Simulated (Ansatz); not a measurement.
A trial cell of Zn2CdSe3, before relaxation:

```cif
data_structure
_symmetry_space_group_name_H-M 'I-4m2'
_symmetry_Int_Tables_number 119
_cell_length_a 4.0227
_cell_length_b 4.0227
_cell_length_c 17.0667
_cell_angle_alpha 90.000
_cell_angle_beta 90.000
_cell_angle_gamma 90.000
_cell_volume 276.17
loop_
_atom_site_label
_atom_site_type_symbol
_atom_site_symmetry_multiplicity
_atom_site_Wyckoff_symbol
_atom_site_fract_x
_atom_site_fract_y
_atom_site_fract_z
_atom_site_occupancy
Zn1 Zn 4 e 0.50000 0.50000 0.33333 1
Cd1 Cd 2 b 0.50000 0.50000 0.00000 1
Se1 Se 4 f 0.50000 0.00000 0.41667 1
Se2 Se 2 c 0.00000 0.50000 0.25000 1
```

Theory: Ansatz, DFT PBE, scalar-relativistic, plane waves, PAW. Cutoff 420 eV, Gaussian smearing, Γ-centred meshes. Cell and atoms relax first on a coarse mesh and then on a converged one. In between, the cell is made exact in the group found at 0.06 Å. The steps can't lower the symmetry of their start. No spin polarisation.

A guess keeps its type if space group and coordination stay and the shape of the cell changes little (axis ratios within about 15 %, angles within 6°); the volume may change.

Problem. Will the relaxed cell still be of the starting type?

Solution. It keeps its type. The symmetry stays I-4m2 (No. 119). The volume per atom grows by 10.8 %, from 23.0 to 25.5 Å³. The shortest distance goes from 2.46 Å (Cd–Se and Zn–Se) to 2.49 Å (Zn–Se). The ratio c/a of the conventional cell changes by a factor of 1.01. Counting neighbours within 15 % of an atom's shortest distance, the start has Cd 4, Se 4, Zn 4 and the end Cd 4, Se 4, Zn 4.

The last run used a 10×10×10 mesh for its 6-atom cell and Gaussian smearing of 0.02 eV. A structure relaxed within its symmetry needn't be a true minimum.
